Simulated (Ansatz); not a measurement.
Li (bcc (W type), Im-3m) at seven volumes, plane-wave PAW LDA (Ansatz code), scaled uniformly. One row is withheld.

```
V (Å³/atom)  P (GPa)
-----------  -------
17.303          1.66
17.874          1.03
18.444          0.48
19.014          0.00
19.585         -0.42
20.155             ?
20.726         -1.12
```

Fit the shown pressures and predict the withheld one.

Third-order Birch–Murnaghan: P = (3/2)B₀(x^(7/2) − x^(5/2))[1 + (3/4)(B′ − 4)(x − 1)] with x = (V₀/V)^(2/3). Least squares on the six rows gives V₀ = 19.014 Å³/atom, B₀ = 15.03 GPa, B′ = 3.37. At V = 20.155, x = 0.9619 and P = -0.79 GPa. The run itself gave -0.79 GPa.

Symmetry was held in the LDA relaxation.

Potentials: the earlier of the program's two PAW sets. The files were generated under PBE; for other functionals the program regenerates the frozen cores, and for LDA and PBEsol the local potential too.
